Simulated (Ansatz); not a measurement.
A crystal relaxed with r2SCAN in Ansatz 0.2.0 has space group Pm (No. 6) and a = 6.925 Å, b = 4.205 Å, c = 7.282 Å, β = 90.1°.

| atom | site | x | y | z |
| --- | --- | --- | --- | --- |
| P | 1a | 0.9974 | 0.0000 | 0.3316 |
| Xx | 1b | 0.0035 | 0.5000 | 0.8335 |
| Xx | 1b | 0.4975 | 0.5000 | 0.1763 |
| Xx | 1a | 0.5043 | 0.0000 | 0.6593 |
| Ga | 1a | 0.3430 | 0.0000 | 0.3341 |
| Ga | 1b | 0.3839 | 0.5000 | 0.8355 |
| Ga | 1b | 0.8843 | 0.5000 | 0.1865 |
| Ga | 1a | 0.8862 | 0.0000 | 0.6432 |

With r2SCAN the valence top lies at B–Γ (0.80 of the way from B) and the conduction bottom at Γ, 0.04 eV higher; the smallest vertical gap, at Γ, is 0.11 eV. (This is within a few times the smearing of 0.02 eV, so the filling near the edges can be smeared.) HSE06 gives a direct gap of 0.20 eV at Γ. PBE gives no gap: the lowest nominally empty band dips 0.03 eV below the top of the last filled one (its bottom at Y₂–Γ (0.70 of the way from Y₂), the top at B–Γ (0.80 of the way from B)), so the cell is a metal or semimetal at this level. Meshes: r2SCAN 4×6×4, HSE06 2×4×2, PBE 4×6×4.

**Question.** Which element is Xx?
A. Ta
B. Bi
C. Sb
D. N

**Answer.** C. Xx is Sb: Ga₄Sb₃P, ordered on the wurtzite lattice (Pm) with 8 atoms a cell. P has 4 Ga at 2.39–2.48 Å; Sb has 4 Ga at 2.63–2.70 Å; Sb has 4 Ga at 2.60–2.68 Å; Sb has 4 Ga at 2.60–2.65 Å; Ga has 1 P at 2.39 Å and 3 Sb at 2.62 Å; Ga has 4 Sb at 2.60–2.63 Å; Ga has 2 P at 2.48 Å and 2 Sb at 2.68–2.70 Å; Ga has 1 P at 2.40 Å and 3 Sb at 2.65 Å.

The cell comes from a prototype generator: it can be a known phase or a hypothetical one. Spin polarisation is off.

Spin-orbit coupling is left out, which matters wherever the heavy atoms make up the band edges.

Where an edge lies off the special points, it is a point of the mesh or the k point where a search put PBE's edge or least direct gap, reused for the other functionals, whose own edges may lie a little apart.

The meshes of the hybrids are coarse, so their gaps aren't converged to the digits shown.
